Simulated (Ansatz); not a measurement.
PbS:
```cif
data_Pb2S2
_chemical_formula_sum 'Pb2 S2'
_space_group_name_H-M_alt 'P 1'
_space_group_IT_number 1
_cell_length_a 4.22526
_cell_length_b 5.97137
_cell_length_c 4.22527
_cell_angle_alpha 90.000
_cell_angle_beta 90.000
_cell_angle_gamma 90.000
loop_
_space_group_symop_operation_xyz
  'x, y, z'
loop_
_atom_site_label
_atom_site_type_symbol
_atom_site_fract_x
_atom_site_fract_y
_atom_site_fract_z
_atom_site_occupancy
Pb1 Pb 0.50000 0.50000 0.24992 1
Pb2 Pb 0.00000 0.00000 0.75008 1
S1 S 0.00000 0.50000 0.75008 1
S2 S 0.50000 0.00000 0.24992 1
```

Relaxed with r²SCAN. DFT-r²SCAN in the program Ansatz with PAW potentials gives a gap of 0.69 eV.

**Question.** What gap does HSE06 give on the same cell (Ansatz, PAW)?

**Answer.** 0.87 eV, 0.18 eV more. The hybrid was solved on a coarser mesh and at special points; its gap is the smallest among all of these.

```tsv
k	v1 r²SCAN	c1 r²SCAN	v1 HSE06	c1 HSE06
Γ	-2.21	4.24	…	…
X	-0.79	1.73	…	…
U	-3.46	4.24	…	…
Y	-1.71	2.71	-1.85	3.01
S	0.00	0.69	0.00	0.87
R	-1.05	2.49	…	…
```

**Question.** Top valence (v1) and lowest conduction level (c1) in eV from each method's valence maximum (which need not be a listed point): supply the withheld HSE06 values.

**Answer.** 
- U, v1 HSE06: -3.76
- U, c1 HSE06: 4.48
- R, v1 HSE06: -1.16
- R, c1 HSE06: 2.79
- Γ, v1 HSE06: -2.42
- Γ, c1 HSE06: 4.48
- X, v1 HSE06: -0.84
- X, c1 HSE06: 1.95

Cost on shared cores: the r²SCAN run (SCF on a 7×5×7 mesh, then bands and DOS) very roughly 2.4 core-minutes, the HSE06 run (SCF on 5×4×5, then a few points) around 5 core-minutes (rough); the tasks are unlike.

Space group Fm-3m (rock salt). The cell was relaxed with r²SCAN under the symmetry of its start. Point labels and valley counts follow the cell and symmetry of the run, lower than the named group. Scalar-relativistic: spin–orbit coupling is off unless named, which matters more the heavier the elements.

Potentials: the later of the program's two PAW sets.
